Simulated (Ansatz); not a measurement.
A geometry of PtSe2 away from equilibrium: step 2 of the relaxation of a generated trial cell of PtSe2 in the cotunnite structure type. Calculation: r2SCAN (plane waves to 500 eV, PAW, scalar-relativistic; Ansatz, a program for electronic structure). Γ-centred k-mesh 3×5×3 on the run's cell (coarser than for final values), Fermi–Dirac smearing 0.05 eV. The plane waves were selected for a different cell earlier on the path.

```
PtSe2
1.0
    6.83668     0.00000     0.00000
    0.00000     4.04577     0.00000
    0.00000     0.00000     8.17545
Pt Se
4 8
Direct
  0.73360   0.25000   0.58398
  0.23360   0.25000   0.91602
  0.26640   0.75000   0.41602
  0.76640   0.75000   0.08398
  0.63106   0.25000   0.91302
  0.13106   0.25000   0.58698
  0.36894   0.75000   0.08698
  0.86894   0.75000   0.41302
  0.50029   0.25000   0.34415
  0.00029   0.25000   0.15585
  0.49971   0.75000   0.65585
  0.99971   0.75000   0.84415
```

### Question
What forces act on the atoms (eV/Å)?

### Answer
```csv
atom,Fx,Fy,Fz
Pt1,-0.29,0.00,-0.70
Pt2,-0.29,0.00,0.70
Pt3,0.29,0.00,0.70
Pt4,0.29,0.00,-0.70
Se5,0.05,0.00,-0.33
Se6,0.05,0.00,0.33
Se7,-0.05,0.00,0.33
Se8,-0.05,0.00,-0.33
Se9,-0.85,0.00,-0.20
Se10,-0.85,0.00,0.20
Se11,0.85,0.00,0.20
Se12,0.85,0.00,-0.20
```

The path ends in Cmce (No. 64). No spin polarisation in the result. No dispersion correction is included, so spacings between layers, chains or molecules are soft and tend to come out too large.

The run could not lose the symmetry of its start: the end is stationary, and may be a saddle point rather than a minimum.

The end of the path is a generated cell of PtSe2: the first start was made by placing the elements on the sites of a structure type, and the end was not matched to a known phase here, so it may be hypothetical. Known forms of PtSe2 include space group No. 164.
